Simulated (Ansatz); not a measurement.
A relaxed cell of ZrAl5N6 is given with its symmetry left out. The cell was found from a structure generator's guess, not taken from experiment.

The calculation used Ansatz, DFT PBE, scalar-relativistic, plane waves, PAW. Cutoff 420 eV, Γ-centred mesh, Gaussian smearing, no spin polarisation.

```yaml
crystal:
  lattice:
    - [2.91257, 0.00000, 0.00000]
    - [-1.45629, 2.52236, 0.00000]
    - [0.00000, 0.00000, 15.54963]
  atoms:
    - { symbol: Zr, position: [0.33333, 0.66667, 0.50000] }
    - { symbol: Al, position: [0.33333, 0.66667, 0.83659] }
    - { symbol: Al, position: [0.33333, 0.66667, 0.16341] }
    - { symbol: Al, position: [0.66667, 0.33333, 0.00000] }
    - { symbol: Al, position: [0.66667, 0.33333, 0.32673] }
    - { symbol: Al, position: [0.66667, 0.33333, 0.67327] }
    - { symbol: N, position: [0.00000, 0.00000, 0.75551] }
    - { symbol: N, position: [0.00000, 0.00000, 0.08157] }
    - { symbol: N, position: [0.00000, 0.00000, 0.40438] }
    - { symbol: N, position: [0.00000, 0.00000, 0.91843] }
    - { symbol: N, position: [0.00000, 0.00000, 0.24449] }
    - { symbol: N, position: [0.00000, 0.00000, 0.59562] }
```

Formation energies are uncorrected and refer to the elements' standard structures at the same level (N₂ as a molecule).

Task: Find its symmetry and describe it.

Result: P-6m2 (No. 187). Conventional cell: a = 2.913 Å, c = 15.550 Å. Zr is surrounded by 6 N at 2.24 Å, 6 Zr at 2.91 Å and 6 Al at 3.18 Å; around Al on a site of symmetry 3m lie 6 N at 2.10–2.11 Å; Al on a site of symmetry -6m2 is surrounded by 6 N at 2.11 Å; around N on its first site lie 6 Al at 2.10–2.11 Å and 2 N at 2.49–2.53 Å; 3 more sites not described.

Task: What is its formation energy per atom?

Result: −0.73 eV/atom.

Task: Is it a metal?

Result: Yes, bands cross the Fermi level on the 12×12×4 mesh.

The last run used a 12×12×4 mesh (in the run's order of axes) for its 12-atom cell and Gaussian smearing of 0.10 eV. The cell is a metal run without spin; a magnetic state may lie lower. Symmetry constrained the relaxation, so the result can be a saddle point. Another cell of ZrAl5N6 relaxed alike, in P-3m1, lies 0.45 eV/atom lower, so this cell isn't the stable form at this level.
